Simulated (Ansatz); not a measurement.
**Na started on a Mg site in cubic perovskite KMgF3, 40 atoms, charge 0**

Computed with DFT, PBEsol, PAW, plane waves (Ansatz).

Command:

```sh
ansatz run in.yaml --threads 8 --pin off --max-ram 118750MiB --runs-dir r --events-out ev --progress --plain --backend cuda --devices 0, --max-vram 170GiB
```

The input less its lattice and atoms (starting moments on atoms near the defect: 1 μB in all):

```yaml
crystal:
  symmetry: { detect: false }
kpoints:
  mp_grid: { grid: [1, 1, 1], shift: [0.25, 0.25, 0.25] }
hamiltonian:
  xc: pbesol
magnetization:
  spin_polarized: true
scf:
  occupations: { method: fermi_dirac, width: 0.01 }
relax:
  f_tol: 0.03
  max_steps: 80
  escape_saddle: false
  adjacent_minimum: "off"
output:
  forces: true
  eigenvalues: true
  populations: true
```

Start:

```
K Na Mg F
1.0
     7.98254    0.00000    0.00000
     0.00000    7.98254    0.00000
     0.00000    0.00000    7.98254
K Na Mg F
8 1 7 24
Direct
  0.00228 0.00101 0.99783
  0.00033 0.99672 0.49994
  0.00231 0.49991 0.99968
  0.99868 0.50140 0.50044
  0.50027 0.99590 0.00112
  0.50202 0.00118 0.49809
  0.50051 0.50164 0.00239
  0.49823 0.50436 0.50018
  0.24416 0.25371 0.24851
  0.25044 0.24815 0.74999
  0.24342 0.74950 0.24871
  0.24940 0.74928 0.74899
  0.75347 0.25382 0.25055
  0.75125 0.25203 0.74819
  0.75472 0.75456 0.25112
  0.74987 0.75318 0.74843
  0.25051 0.25147 0.99860
  0.25003 0.24847 0.50121
  0.24719 0.75167 0.00264
  0.25097 0.74915 0.50161
  0.74843 0.25028 0.00018
  0.74675 0.24640 0.49836
  0.75354 0.75021 0.00145
  0.74876 0.75323 0.49999
  0.99951 0.25136 0.25153
  0.00168 0.24943 0.74751
  0.00220 0.74877 0.25602
  0.00351 0.75380 0.75039
  0.49744 0.25259 0.24940
  0.50209 0.25324 0.74735
  0.50031 0.75328 0.24712
  0.49947 0.75311 0.75488
  0.24810 0.00106 0.25207
  0.25039 0.00193 0.74919
  0.24889 0.49695 0.25277
  0.24771 0.49883 0.74917
  0.74746 0.99840 0.25351
  0.75148 0.00121 0.75074
  0.74576 0.49916 0.24948
  0.74751 0.50093 0.74970
```

Steps:

```
 step  energy less the first (eV)  largest force component (eV/Å)
start                       0.000                           2.218
    1                      -0.402                           1.424
    2                      -0.755                           0.054
    3                      -0.755                           0.054
    4                      -0.756                           0.010
```

A structure on the way, about -0.40 eV from the start:

```xyz
40
Lattice="7.9825 0.0000 0.0000 0.0000 7.9825 0.0000 0.0000 0.0000 7.9825" Properties=species:S:1:pos:R:3 pbc="T T T"
K     0.0456    0.0703    0.0336
K     0.0562    0.0769    3.9660
K     0.0371    3.9433    0.0300
K     0.0620    3.9272    3.9616
K     3.9516    0.0551    0.0589
K     3.9343    0.0550    3.9267
K     3.9604    3.9481    0.0465
K     3.9315    3.9370    3.9330
Na    1.9595    2.0258    1.9832
Mg    1.9944    1.9877    5.9862
Mg    1.9503    5.9878    1.9843
Mg    1.9887    5.9863    5.9776
Mg    6.0092    2.0223    2.0034
Mg    5.9883    2.0052    5.9803
Mg    6.0120    6.0175    2.0031
Mg    5.9835    6.0031    5.9793
F     2.0000    2.0087    7.9349
F     1.9995    1.9912    4.0334
F     1.9708    5.9960    0.0134
F     2.0036    5.9842    4.0005
F     5.9820    1.9949    0.0050
F     5.9699    1.9796    3.9869
F     6.0173    5.9881    0.0109
F     5.9809    5.9956    3.9939
F     7.9434    2.0064    2.0045
F     0.0019    1.9998    5.9784
F     0.0084    5.9791    2.0339
F     0.0184    6.0071    5.9844
F     4.0166    2.0059    1.9909
F     3.9999    2.0109    5.9749
F     3.9893    5.9996    1.9790
F     3.9850    6.0030    6.0189
F     1.9844    7.9551    2.0079
F     1.9974    0.0152    5.9881
F     1.9931    4.0175    2.0087
F     1.9808    3.9913    5.9845
F     5.9788    7.9722    2.0107
F     5.9923    0.0027    5.9959
F     5.9696    3.9887    2.0024
F     5.9841    3.9939    5.9797
```

End:

```xyz
40
Lattice="7.9825 0.0000 0.0000 0.0000 7.9825 0.0000 0.0000 0.0000 7.9825" Properties=species:S:1:pos:R:3 pbc="T T T"
K     0.0226    0.0313    0.0263
K     0.0185    0.0265    3.9777
K     0.0181    3.9820    0.0220
K     0.0132    3.9773    3.9728
K     3.9743    0.0264    0.0221
K     3.9689    0.0217    3.9724
K     3.9691    3.9774    0.0168
K     3.9643    3.9725    3.9682
Na    1.9941    2.0016    1.9976
Mg    1.9939    2.0020    5.9888
Mg    1.9937    5.9930    1.9972
Mg    1.9937    5.9932    5.9886
Mg    5.9853    2.0020    1.9977
Mg    5.9850    2.0019    5.9888
Mg    5.9852    5.9932    1.9975
Mg    5.9851    5.9932    5.9885
F     1.9967    2.0043    7.8723
F     1.9911    1.9993    4.1053
F     1.9921    5.9945    7.9718
F     1.9950    5.9914    4.0053
F     5.9863    2.0043    7.9722
F     5.9840    1.9999    4.0056
F     5.9889    5.9930    0.0020
F     5.9818    5.9932    3.9928
F     7.8688    2.0057    1.9996
F     7.9685    2.0029    5.9910
F     7.9688    5.9935    2.0012
F     7.9809    5.9943    5.9865
F     4.1018    1.9977    1.9952
F     4.0017    2.0012    5.9872
F     4.0017    5.9929    1.9929
F     3.9891    5.9920    5.9909
F     1.9959    7.8767    2.0001
F     1.9957    7.9763    5.9902
F     1.9936    4.1093    1.9950
F     1.9914    4.0101    5.9873
F     5.9879    7.9763    1.9982
F     5.9851    0.0067    5.9905
F     5.9826    4.0101    1.9968
F     5.9853    3.9972    5.9874
```

The calculation finished and met its thresholds.

Time: 4.4 s of wall time on one NVIDIA GB200 with 8 processor threads, on a host shared with other runs; peak host memory 1.7 GiB.

**Question.** How much energy did the relaxation gain, and which atom moved most?

**Answer.** 0.76 eV in 4 steps, from a start with small random displacements (the gain also holds any tilting of the ideal host); atom 35 (F) moved 0.14 Å, the median atom 0.04 Å (drift of the whole cell removed).

The moment started at 1 μB and ended at 1.0 μB; no other spin state is shown. The one k point has no symmetry partners, which can distort the end along one axis.
